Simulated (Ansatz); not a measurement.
Theory: Ansatz 0.2.0, DFT PBE, scalar-relativistic, plane waves, PAW. All cells share a 420 eV cutoff and Γ-centred k meshes spaced about 0.3 Å⁻¹ or finer (0.25 for metals, 2π included). No spin polarisation.

All energies are static (0 K, no zero-point motion).

Two forms of Bi6O were relaxed alike.

A.

```
Bi O
1.0
     6.21029    0.00000    0.00000
    -3.10515    5.37827    0.00000
     0.00000    0.00000    5.85093
Bi O
6 1
Cartesian
  2.2337 0.0000 1.4177
  -1.1168 1.9344 1.4177
  1.9883 3.4438 1.4177
  -1.9883 3.4438 4.4332
  3.9766 0.0000 4.4332
  1.1168 1.9344 4.4332
  0.0000 0.0000 0.0000
```

B.

```
Bi O
1.0
     3.58599    0.00000    0.00000
     0.00000    3.58599    0.00000
     0.00000    0.00000   15.18952
Bi O
6 1
Direct
  0.50000 0.50000 0.17797
  0.50000 0.50000 0.82203
  0.00000 0.00000 0.00000
  0.00000 0.00000 0.66250
  0.00000 0.00000 0.33750
  0.50000 0.50000 0.50000
  0.50000 0.50000 0.00000
```

Problem. Which would you expect to be lower, and how large is the difference?

Solution. A is lower, by 18 meV/atom. A has space group P-31m (No. 162), 27.9 Å³/atom and no gap on its mesh; B has space group P4/mmm (No. 123), 27.9 Å³/atom and no gap. Counting Bi atoms around O (those within 1.25 times the shortest such distance or 1.15 times the sum of covalent radii, 1.27 where that leaves under three; the shortest distance is added where it exceeds 1.18 times the sum of covalent radii), A has O 6 from 2.6 Å and B has O 6 from 2.5 Å. Both come from trial cells of a structure search, whose lowest cell (R3, 30.1 Å³/atom) lies 60 meV/atom below the lower of the two.

The k mesh leaves some 4 meV/atom of noise in the energy of each metallic cell. Spin–orbit coupling, which can matter for Bi, is left out. Cells relaxed within their symmetry can be saddle points. Some candidate types were left out of the draw beforehand, so a known form may be missing.
